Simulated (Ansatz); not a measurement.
Theory: DFT PBE, scalar-relativistic, plane waves, PAW (Ansatz 0.2.0). Settings: cutoff 420 eV, Γ-centred meshes spaced at most about 0.3 Å⁻¹, and about 0.25 Å⁻¹ or finer for metals (2π included), Gaussian smearing. Collinear spin in cells that started with moments and kept them past the coarse steps, no spin elsewhere.

These are static total energies at zero pressure.

Two relaxed structures of BeZn2S2O:

A. (site moments S 0.4; O 0.2 (×2) μB)

```
CELL_PARAMETERS angstrom
7.21160 0.00000 0.00000
-3.60580 6.24542 0.00000
0.00000 0.00000 8.36280
ATOMIC_POSITIONS crystal
Be 0.00000 0.00000 0.62003
Be 0.00000 0.00000 0.37997
Zn 0.33333 0.66667 0.65267
Zn 0.66667 0.33333 0.65267
Zn 0.66667 0.33333 0.34733
Zn 0.33333 0.66667 0.34733
S 0.50000 0.00000 0.50000
S 0.00000 0.50000 0.50000
S 0.50000 0.50000 0.50000
S 0.00000 0.00000 0.00000
O 0.00000 0.00000 0.20655
O 0.00000 0.00000 0.79345
```

B. (no spin)

```
CELL_PARAMETERS angstrom
4.47185 0.00000 0.00000
-2.23592 3.87273 0.00000
0.00000 0.00000 4.67302
ATOMIC_POSITIONS crystal
Be 0.00000 0.00000 0.50000
Zn 0.33333 0.66667 0.00000
Zn 0.66667 0.33333 0.00000
S 0.33333 0.66667 0.50000
S 0.66667 0.33333 0.50000
O 0.00000 0.00000 0.00000
```

Question: Which form is favoured at zero pressure, and by what margin per atom?

Answer: B is lower, by 51 meV/atom. A has space group P6/mmm (No. 191), 31.4 Å³/atom and no gap on its mesh; B has space group P6/mmm (No. 191), 13.5 Å³/atom and no gap. The shortest distance is 1.45 Å (Be–O) in A and 2.34 Å (Be–O and Zn–S) in B. Their magnetic states differ too. In A, around Be lies 1 O at 1.45 Å; around Zn lie 3 S at 2.44 Å and 1 Zn at 2.55 Å; S on a site of symmetry mmm has 4 Zn at 2.44 Å; around O lie 1 Be at 1.45 Å and 1 S at 1.73 Å; 1 more site not described. In B, Be has 2 O at 2.34 Å and 6 S at 2.58 Å; around Zn lie 2 S at 2.34 Å, 3 O at 2.58 Å and 3 Zn at 2.58 Å; S has 2 Zn at 2.34 Å, 3 Be at 2.58 Å and 3 S at 2.58 Å; O has 2 Be at 2.34 Å and 6 Zn at 2.58 Å. Both come from invented guesses. A third cell relaxed alike, in P4/mmm, lies 248 meV/atom below the lower of the two.

Weakly bound directions are ill-defined at this level, which has no dispersion term (P6/mmm at 31.4 Å³/atom), and this can change margins and order among such cells. The magnetic state reached may not be the lowest. Cells relaxed within their symmetry can be saddle points. Some candidate types were left out of the draw beforehand, so a known form may be missing.
